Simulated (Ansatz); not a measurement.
Input and command of a calculation in Ansatz (plane waves; scalar-relativistic PAW potentials unless the input names others):

```yaml
crystal:
  lattice:
    - [3.4559983565, 0.0, 0.0]
    - [-1.7279991783, 2.9929823722, 0.0]
    - [0.0, 0.0, 5.525]
  atoms:
    - { symbol: Tl, position: [0.3333333333, 0.6666666667, 0.3178733032] }
    - { symbol: Tl, position: [0.6666666667, 0.3333333333, 0.75] }
basis:
  ecutwfc: 420
  xc_grid: 2
kpoints:
  mp_grid: { grid: [12, 12, 8] }
hamiltonian:
  xc: pbesol
scf:
  occupations: { method: gaussian, width: 0.1 }
output:
  forces: true
  eigenvalues: true
  stress: true
```

```bash
ansatz run input.yaml --threads 1 --pin off --max-ram 1331MiB --backend cpu --events-out ev --progress --plain --runs-dir out
```

Abridged log:
```
Pseudopotentials: kind: paw
Pseudopotential: Tl, paw, valence charge 13, recommended cutoff 420 eV (normal)
Functional definition: PBEsol
Crystal: 2 atoms, lattice volume = 57.149 Å³
Basis set: ecut = 420 eV, 1105 PW (Γ), exchange–correlation on 48×48×80 points (8 copies of the dense FFT grid, shifted against one another)
Bands: 17, of which v1, the nominal top of the filled ones, is band 13 counted from 1 (12 counted from 0)
Symmetry: 12 space group operations
Space group: P-3m1 (ITA 164), of the structure as read, at distance tolerance 3.9e-5 Å
k-points: 131 of 1152
Initial density: superposition of atomic densities (neutral atoms: chi_scale 0, normalization atom), corrected by the library's trained network
Initial wavefunctions: pseudopotential atomic-orbital guess
Functional: x = pbesol(κ = 0.804, μ = 0.12345679), c = pbesol(β = 0.046)
SCF iter   1: F=—  HF=-22591.151783 eV  |F-HF|=—  |Δ(HF+E_count)|=         —  Δρ=2.68e-3  dr2=4.56e-3  ethr=1.77e-3  ⟨swp⟩=5.8  Hψ=11197  notcnv=0
SCF iter   2: F=—  HF=-22591.148708 eV  |F-HF|=—  |Δ(HF+E_count)|=   3.08e-3  Δρ=1.18e-3  dr2=1.15e-3  ethr=1.75e-5  ⟨swp⟩=2.4  Hψ=4738  notcnv=0
SCF iter   3: F=—  HF=-22591.148321 eV  |F-HF|=—  |Δ(HF+E_count)|=   3.87e-4  Δρ=2.64e-4  dr2=4.75e-5  ethr=4.43e-6  ⟨swp⟩=2.0  Hψ=3629  notcnv=0
SCF iter   4: F=—  HF=-22591.148317 eV  |F-HF|=—  |Δ(HF+E_count)|=   3.69e-6  Δρ=9.46e-5  dr2=5.26e-6  ethr=1.83e-7  ⟨swp⟩=2.3  Hψ=3928  notcnv=0
SCF iter   5: F=—  HF=-22591.148317 eV  |F-HF|=—  |Δ(HF+E_count)|=   1.72e-7  Δρ=1.71e-5  dr2=2.27e-7  ethr=2.02e-8  ⟨swp⟩=2.1  Hψ=3859  notcnv=0
SCF iter   6: F=-22591.148317 eV  HF=-22591.148317 eV  |F-HF|=2.62e-10  |Δ(HF+E_count)|=   4.96e-8  Δρ=4.07e-6  dr2=1.14e-8  ethr=3.85e-10  ⟨swp⟩=4.5  Hψ=8264  notcnv=0
SCF 1 converged in 6 iterations: F = -22591.148317 eV  dr2 = 1.14e-8
SCF converged after 6 iterations
Free energy (F): -22591.148317 eV
Harris-Foulkes:  -22591.148317 eV  (|F-HF|=2.62e-10)
Internal energy: -22591.144113 eV  (E = F + TS)
E sigma→0 (E₀):  -22591.146215 eV
Entropy (-TS):   -0.004204 eV (-2.102 meV/atom)
Fermi energy:    10.230562 eV
--- Forces (eV/Å), atoms counted from 1 ---
  atom   1  Tl     0.00000000     0.00000000    -1.10102073
  atom   2  Tl     0.00000000     0.00000000     1.10102073
--- Stress (GPa, compression-positive) ---
        1.879515       0.000000       0.000000
        0.000000       1.879515       0.000000
        0.000000       0.000000       2.467252
  P = ⅓ Tr σ = 2.0754 GPa (20.754 kbar)
```

Apart from outputs and empty bands, the input differs from a reference run on usual settings in basis.xc_grid: not typed → 2. The reference, at the same geometry (not necessarily relaxed), gave pressure 2.08 GPa, largest force 1.101 eV/Å, no gap on the mesh. This run converged in 6 SCF iterations (reference: 6) with an energy at zero smearing within 0.01 meV/atom of the reference's, pressure 2.08 GPa, largest force 1.101 eV/Å, no gap on the mesh.